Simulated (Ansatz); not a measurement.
**Property card for SrZrO₃**

SrZrO3 (cubic perovskite, Pm-3m), a = b = c = 4.315 Å, α = β = γ = 90.00°.

Space group Pm-3m (No. 221), cubic perovskite; conventional cell a = 4.3146 Å, b = 4.3146 Å, c = 4.3146 Å, α = 90.00°, β = 90.00°, γ = 90.00°.

Method: plane-wave PAW PBEsol (Ansatz code). Geometry: relaxed at this level of theory. Other levels are named where they apply.

Cell and energy:

| Item | Result |
|---|---|
| Volume per atom | 16.06 Å³ |
| Density | 4.69 g/cm³ |
| Formation energy from the elements (no fitted shifts) | -0.71 eV/atom |

Electronic structure:

| Item | Result |
|---|---|
| Electronic character | metallic (no gap) |
| Density of states at the Fermi level | 1.4 states/eV per atom (mean over ±0.08 eV) |
| Gap with spin–orbit coupling | none (metallic) |

Mechanics:

| Property | Value |
|---|---|
| Bulk modulus (Birch–Murnaghan fit) | 94.4 GPa |
| Pressure derivative B′ | 4.5 |
| Elastic constants (relaxed ions, GPa) | C11 = 133, C12 = 77.2, C44 = -5.7 |
| Mechanical stability | unstable (C has a negative eigenvalue) |

Charges:

| Property | Result |
|---|---|
| Bader charges | Sr +1.48, Zr +2.04, O -1.17 e |

The workflow started from an entry of the Crystallography Open Database (COD), which files this formula under 3 space groups. Its standing as an ambient phase is unchecked. Symmetry was held in the PBEsol relaxation. No spin polarisation was allowed. The volume lies over 15 % above that of the usual cell of this phase: another minimum, or an error of the functional. As this level gives no gap, shear constants depend on the k-mesh and smearing (Fermi–Dirac, 0.1 eV here). The references are the lowest solids computed at this level, not always the standard phases (solids in place of the gases). Scalar-relativistic: spin–orbit coupling is off unless named, which matters more the heavier the elements.

Potentials: the later of the program's two PAW sets.
